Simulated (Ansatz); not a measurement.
**Cold compression of Cr (hcp type)**

```
CELL_PARAMETERS angstrom
2.46049 0.00000 0.00000
-1.23024 2.13084 0.00000
0.00000 0.00000 4.38509
ATOMIC_POSITIONS crystal
Cr 0.33333 0.66667 0.25000
Cr 0.66667 0.33333 0.75000
```

The cell comes from a relaxation on PAW files under the same functional, begun from a prototype that needn't be the stable phase.

Its volume is scaled, and at each volume shape and atoms are relaxed on PAW files; all methods then take that cell.

All numbers are PBEsol results (scalar-relativistic) from Ansatz 0.2.0, with a Γ-centred 19×19×10 k mesh, Fermi–Dirac smearing of 0.1 eV, spin-polarised from start moments Cr1 2, Cr2 2 μB. Methods: LAPW: all electrons, basis error target 1 meV/atom; PAW: frozen-core files, cutoff 420 eV; crystal datasets: all electrons, by PAW datasets that the program makes for each cell; norm-conserving: pseudopotentials, cutoff 1279 eV; PAW (cutoff 600 eV): frozen-core files, cutoff 600 eV.

Energies are extrapolated to zero smearing and count from the unscaled cell; pressure is positive in compression; gaps take the mesh and a band path. No temperature or zero-point motion is included.

Antiferromagnetic order, which Cr and Mn prefer near zero pressure, wasn't tried. The start moments died away, and the runs ended non-magnetic. The PAW files were made under PBE. The structure type is held throughout; the real material can change phase at far lower pressure.

```
V/V0  V (Å³/atom)  P LAPW (GPa)  ΔE LAPW (eV/atom)  P PAW − LAPW (GPa)  ΔE PAW − LAPW (meV/atom)  space group  shortest distance (Å)
1.00        11.50         -0.01              0.000                0.04                       0.0     P6_3/mmc                  2.460
0.95        10.92         14.54              0.024                0.04                       0.1     P6_3/mmc                  2.422
0.85         9.77          57.7              0.267               -0.01                       0.2     P6_3/mmc                  2.340
0.75         8.62         130.2              0.917               -0.19                      -0.5     P6_3/mmc                  2.252
0.65         7.47         254.0              2.255               -0.78                      -3.8     P6_3/mmc                  2.162
0.55         6.32         470.6              4.761               -3.09                     -16.0     P6_3/mmc                  2.052
0.45         5.17             ?                  ?                   ?                         ?            ?                      ?
0.40         4.60          1266             13.321              -23.30                    -121.9     P6_3/mmc                  1.862
```

(1) Fit the Vinet equation to the LAPW pressures shown (residuals weighted by 1/(|P| + 0.03·Pmax)), and predict the pressure of the withheld row.

(2) At the smallest volume, how far do crystal datasets and norm-conserving and PAW (cutoff 600 eV) lie from LAPW in pressure?

(3) How do the Löwdin populations by LAPW change from the unscaled cell to the last row?

## Answers

(1) The fit gives V0 = 11.50 Å³/atom, B0 = 255 GPa and B0′ = 4.10. At 5.17 Å³/atom, x = (V/V0)^(1/3) = 0.7663, and P = 3·B0·(1 − x)/x²·exp[1.5·(B0′ − 1)·(1 − x)] = 900.8 GPa. The run itself gave 897.2 GPa (+0.4 % off) and ΔE = 9.488 eV/atom.

(2) crystal datasets: 0.00 GPa; norm-conserving: -17.12 GPa; PAW (cutoff 600 eV): -25.29 GPa, on a LAPW pressure of 1266 GPa.

(3) Cr 3s 1.95 → 1.85, Cr 4s 0.76 → 0.33, Cr 3p 5.99 → 5.90, Cr 3d 5.23 → 5.88 electrons an atom. These are projections on the shells that the free atoms fill; 0.14 e a cell lies outside them at the start and 0.08 e at the end.
